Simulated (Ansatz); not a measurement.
## Ag (P6_3/mmc), rigid cleavage

The calculation used DFT PBEsol, scalar-relativistic, plane waves, PAW in Ansatz 0.2.0. The runs took a 420 eV cutoff, a Γ-centred 24×24×5 mesh and Gaussian smearing (0.15 eV). No spin polarisation. Energies are free energies at this smearing, counted from the undisturbed cell; pressure is positive in compression.

The starting cell (relaxed at this level; with this scan's settings it stands at -0.1 GPa; this form isn't the usual structure):

```yaml
crystal:
  lattice:
    - [-2.86706, 0.00000, 0.00000]
    - [-1.43353, -2.48295, 0.00000]
    - [0.00000, 0.00000, 14.07214]
  atoms:
    - { symbol: Ag, position: [0.33333, 0.33333, 0.74998] }
    - { symbol: Ag, position: [0.33333, 0.33333, 0.08332] }
    - { symbol: Ag, position: [0.33333, 0.33333, 0.41665] }
    - { symbol: Ag, position: [0.66667, 0.66667, 0.91665] }
    - { symbol: Ag, position: [0.66667, 0.66667, 0.24998] }
    - { symbol: Ag, position: [0.66667, 0.66667, 0.58332] }
```

The cut lies on the cell's a–b face, a (0 0 1) plane (indices in the standard cell, whose axes needn't be the Cartesian ones shown) of area 7.12 Å², between layers 2.35 Å apart. Vector c is lengthened by d along the normal with the atoms' Cartesian places fixed: one unrelaxed cut a cell. The cell is metallic on the mesh throughout.

| d (Å) | energy (J/m²) | traction dE/dd (GPa) |
| --- | --- | --- |
| -0.30 | 0.51 | -40.6 |
| 0.00 | 0.00 | -0.2 |
| 0.25 | ? | ? |
| 0.50 | 0.50 | 14.2 |
| 0.75 | ? | ? |
| 1.00 | 1.15 | 10.8 |
| 1.50 | 1.57 | 6.3 |
| 2.00 | ? | ? |
| 3.00 | 1.99 | 0.7 |
| 4.50 | 2.02 | 0.0 |
| 6.00 | 2.02 | 0.0 |

Give the withheld values.

energy (J/m²) at d (Å) = 0.25: 0.17; traction dE/dd (GPa) at d (Å) = 0.25: 11.5; energy (J/m²) at d (Å) = 0.75: 0.85; traction dE/dd (GPa) at d (Å) = 0.75: 13.1; energy (J/m²) at d (Å) = 2.00: 1.81; traction dE/dd (GPa) at d (Å) = 2.00: 3.4.

Cost: 11 runs of about 17 core-minutes in all, on Arm Neoverse V2 (shared hosts).